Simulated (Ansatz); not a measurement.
MoSi2 (MoSi2 type, space group I4/mmm)

```yaml
crystal:
  lattice:
    - [-1.59511, 1.59511, 3.91030]
    - [1.59511, -1.59511, 3.91030]
    - [1.59511, 1.59511, -3.91030]
  atoms:
    - { symbol: Mo, position: [0.00000, 0.00000, 0.00000] }
    - { symbol: Si, position: [0.33509, 0.33509, 0.00000] }
    - { symbol: Si, position: [0.66491, 0.66491, 0.00000] }
```

The slice is a (100) plane (indices of the conventional cell) through the point (0.000, 0.000, 0.000) (fractional), spanned by u = [101] and v = [110] in vectors of this cell: u (3.19 Å) and v (7.82 Å, at 90° to u). It covers one period; positions are fractions (u, v).

Computed with PBEsol (plane waves to 420 eV, PAW, scalar-relativistic; Ansatz, a first-principles code). k mesh 20×20×20. Inside the PAW spheres the values are not all-electron values, and peaks at nuclei hang on which shells count as valence. MoSi2 is run without spin polarisation. MoSi2 was relaxed with its symmetry unable to fall.

### Question
What is the ELF at the midpoint of the shortest Si–Si line in this plane (2.58 Å)?

### Answer
0.47.

### Question
The ELF has a maximum in the middle third of the Si–Si line. Where, and how high?

### Answer
0.51, 1.0 Å from Si.

### Question
Predict the map of the electron localisation function (ELF) on the slice.

### Answer
```tsv
v \ u	0.00	0.15	0.31	0.46	0.62	0.77	0.92
0.94	x	0.68	0.18	0.35	0.22	0.41	0.73
0.84	0.28	0.32	0.33	0.29	0.31	0.34	0.29
0.75	0.66	0.67	0.39	0.11	0.20	0.58	0.67
0.66	x	x	0.58	0.31	0.44	0.53	x
0.56	0.47	0.61	0.57	0.38	0.46	0.63	0.52
0.47	0.51	0.53	0.47	0.35	0.40	0.52	0.52
0.38	x	0.41	0.65	0.39	0.52	0.64	x
0.28	x	0.43	0.42	0.14	0.24	0.51	x
0.19	0.62	0.56	0.36	0.20	0.26	0.48	0.61
0.09	0.57	0.41	0.21	0.38	0.29	0.24	0.54
0.00	x	x	0.20	0.30	0.15	0.57	x
```

Values: electron localisation function (ELF). Points within 0.5 Å of a nucleus are blanked (x), as the pseudised field means little there.
